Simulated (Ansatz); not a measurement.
In2TeO2 in space group P-3m1 (No. 164; In on 2d, Te on 1b, O on 2d) at seven volumes, DFT-r²SCAN in the program Ansatz with PAW potentials, shape and atoms relaxed at each. One row is withheld.

```tsv
V (Å³/atom)	P (GPa)
15.999	12.02
16.526	7.26
17.053	?
17.581	-0.02
18.108	-2.76
18.636	-5.00
19.163	-6.79
```

Q: Fit the shown pressures and predict the withheld one.

A: Third-order Birch–Murnaghan: P = (3/2)B₀(x^(7/2) − x^(5/2))[1 + (3/4)(B′ − 4)(x − 1)] with x = (V₀/V)^(2/3). Least squares on the six rows gives V₀ = 17.576 Å³/atom, B₀ = 99.46 GPa, B′ = 5.38. At V = 17.053, x = 1.0203 and P = 3.26 GPa. The run itself gave 3.28 GPa.

The start of the workflow was typed in or built on a structure type; neither database checked (COD, Materials Project) lists it. Its standing as an ambient phase is unchecked. Symmetry was held in the r²SCAN relaxation; its stability against distortions is not shown here. Spin–orbit coupling is left out wherever it is not named.

Potentials: the earlier of the program's two PAW sets.
